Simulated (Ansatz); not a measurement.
Input and command of a plane-wave DFT calculation in Ansatz:

```yaml
crystal:
  lattice:
    - [0.0, 3.5471376996, 3.5471376996]
    - [3.5471376996, 0.0, 3.5471376996]
    - [3.5471376996, 3.5471376996, 0.0]
  atoms:
    - { symbol: Ba, position: [0.25, 0.25, 0.25] }
    - { symbol: Ba, position: [0.75, 0.75, 0.75] }
    - { symbol: Nb, position: [0.0, 0.0, 0.0] }
basis:
  ecutwfc: 420
kpoints:
  mp_grid: { grid: [4, 4, 4] }
hamiltonian:
  xc: pbe
scf:
  occupations: { method: gaussian, width: 0.1 }
  lower_state_search: "off"
output:
  forces: true
  stress: true
  eigenvalues: true
relax:
  adjacent_minimum: "off"
  f_tol: 0.04
  max_steps: 70
  cell: { stress_tol: 0.4 }
```

```bash
ansatz run input.yaml --threads 1 --pin off --max-ram 2560MiB --backend cpu --events-out ev --progress --plain --runs-dir out
```

Processor: Arm Neoverse V2, 1 thread, on a host shared with other jobs.

Task: Estimate time, memory and problem size.

Result: About 9.4 s on 1 thread of Arm Neoverse V2, on a shared host, peak memory 0.37 GiB. It solves 21 bands at 8 k points (the mesh reduced by the symmetry that the task leaves, which can be less than the crystal's) with about 2565 plane waves (on the last cell), in 46 SCF iterations over 7 ionic steps.
